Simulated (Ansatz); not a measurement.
Input and command of a calculation in Ansatz (plane waves; scalar-relativistic PAW potentials unless the input names others):

```yaml
crystal:
  lattice:
    - [5.0407513267, 0.0, 0.0]
    - [-2.5203756633, 4.3654187031, 0.0]
    - [0.0, 0.0, 5.9982023468]
  atoms:
    - { symbol: Sb, position: [0.3333333333, 0.6666666667, 0.75] }
    - { symbol: Sb, position: [0.6666666667, 0.3333333333, 0.25] }
    - { symbol: Se, position: [0.3333333333, 0.6666666667, 0.25] }
    - { symbol: Se, position: [0.6666666667, 0.3333333333, 0.75] }
basis:
  ecutwfc: 30
kpoints:
  mp_grid: { grid: [12, 12, 8] }
hamiltonian:
  xc: pbe
scf:
  occupations: { method: gaussian, width: 0.1 }
  max_iter: 80
output:
  forces: true
  eigenvalues: true
  stress: true
```

```bash
ansatz run input.yaml --threads 1 --pin off --max-ram 2560MiB --backend cpu --events-out ev --progress --plain --runs-dir out
```

Abridged log:
```
Pseudopotentials: kind: paw
Pseudopotential: Sb, paw, valence charge 15, recommended cutoff 420 eV (normal)
Pseudopotential: Se, paw, valence charge 16, recommended cutoff 420 eV (normal)
Functional definition: PBE
Crystal: 4 atoms, lattice volume = 131.990 Å³
Basis set: ecut = 30 eV, 53 PW (Γ), exchange–correlation on 20×20×24 points (8 copies of the dense FFT grid, shifted against one another)
Bands: 38, of which v1, the nominal top of the filled ones, is band 31 counted from 1 (30 counted from 0)
Symmetry: 24 space group operations
Space group: P63/mmc (ITA 194), of the structure as read, at distance tolerance 5.1e-5 Å
k-points: 95 of 1152
Initial density: superposition of atomic densities (neutral atoms: chi_scale 0, normalization atom), corrected by the library's trained network
Initial wavefunctions: pseudopotential atomic-orbital guess
Functional: x = pbe(κ = 0.804, μ = 0.21951497), c = pbe(β = 0.06672455)
SCF iter   1: F=—  HF=-21755.159659 eV  |F-HF|=—  |Δ(HF+E_count)|=         —  Δρ=1.66e0  dr2=3.78e3  ethr=1.77e-3  ⟨swp⟩=1.0  Hψ=4691  notcnv=0
SCF iter   2: F=—  HF=-18396.746640 eV  |F-HF|=—  |Δ(HF+E_count)|=    3.36e3  Δρ=3.46e-1  dr2=3.37e2  ethr=1.77e-3  ⟨swp⟩=4.7  Hψ=19614  notcnv=0  defer=106
SCF iter   3: F=—  HF=-18199.103238 eV  |F-HF|=—  |Δ(HF+E_count)|=    1.98e2  Δρ=7.78e-2  dr2=2.19e1  ethr=1.77e-3  ⟨swp⟩=3.8  Hψ=9033  notcnv=0  defer=101
SCF iter   4: F=—  HF=-18183.634079 eV  |F-HF|=—  |Δ(HF+E_count)|=    1.55e1  Δρ=1.34e-2  dr2=7.28e-1  ethr=1.77e-3  ⟨swp⟩=2.5  Hψ=6258  notcnv=0  defer=116
SCF iter   5: F=—  HF=-18183.579160 eV  |F-HF|=—  |Δ(HF+E_count)|=   5.49e-2  Δρ=1.77e-3  dr2=1.13e-2  ethr=1.17e-3  ⟨swp⟩=1.7  Hψ=4814  notcnv=0  defer=116
SCF iter   6: F=—  HF=-18183.575374 eV  |F-HF|=—  |Δ(HF+E_count)|=   3.79e-3  Δρ=1.00e-4  dr2=1.90e-5  ethr=1.82e-5  ⟨swp⟩=2.0  Hψ=4602  notcnv=0  defer=116
SCF iter   7: F=—  HF=-18183.173740 eV  |F-HF|=—  |Δ(HF+E_count)|=   4.02e-1  Δρ=4.34e-5  dr2=2.72e-6  ethr=3.06e-8  ⟨swp⟩=3.2  Hψ=7393  notcnv=0  defer=116
SCF iter   8: F=—  HF=-18183.173741 eV  |F-HF|=—  |Δ(HF+E_count)|=   1.10e-6  Δρ=1.07e-5  dr2=1.74e-7  ethr=4.38e-9  ⟨swp⟩=1.9  Hψ=3838  notcnv=0  defer=116
SCF iter   9: F=-18183.173741 eV  HF=-18183.173741 eV  |F-HF|=1.46e-11  |Δ(HF+E_count)|=   4.94e-8  Δρ=4.52e-7  dr2=8.21e-10  ethr=1.61e-10  ⟨swp⟩=7.8  Hψ=12916  notcnv=0
SCF 1 converged in 9 iterations: F = -18183.173741 eV  dr2 = 8.21e-10
SCF converged after 9 iterations
Free energy (F): -18183.173741 eV
Harris-Foulkes:  -18183.173741 eV  (|F-HF|=1.46e-11)
Internal energy: -18183.168463 eV  (E = F + TS)
E sigma→0 (E₀):  -18183.171102 eV
Entropy (-TS):   -0.005278 eV (-1.320 meV/atom)
Fermi energy:    27.834254 eV
--- Forces (eV/Å), atoms counted from 1 ---
  atom   1  Sb     0.00000000     0.00000000     0.00000000
  atom   2  Sb     0.00000000     0.00000000     0.00000000
  atom   3  Se     0.00000000     0.00000000     0.00000000
  atom   4  Se     0.00000000     0.00000000     0.00000000
--- Stress (GPa, compression-positive) ---
    -1740.561013       0.000000       0.000000
        0.000000   -1740.561013       0.000000
        0.000000       0.000000   -1778.838222
  P = ⅓ Tr σ = -1753.3201 GPa (-17533.201 kbar)
```

Find the fault.

The fault is a cutoff far too low (basis.ecutwfc: 420 → 30, the first being the value of the sound run). Setting it back cures it. The log, from which this was withheld above, says: «Warning: basis.ecutwfc = 30 eV is below the records' recommended 420 eV, and the density's cutoff is lower with it unless basis.ecutrho_ratio is high enough to keep the records' density cutoff: compare with a run at a higher cutoff» The run converged all the same, with an energy at zero smearing 1430.8 eV/atom above the reference's, pressure -1753.32 GPa, largest force 0.000 eV/Å, no gap on the mesh, so convergence alone doesn't show that an input is right. A reference run on usual settings, whose relaxation ended at this geometry, converged, and the end of its own relaxation has pressure 0.00 GPa, largest force 0.000 eV/Å, no gap on the mesh.

It took 4.4 s on 1 thread of AMD EPYC 7R43 64-Core Processor (Zen 3), with other jobs on the host, peak memory 0.34 GiB.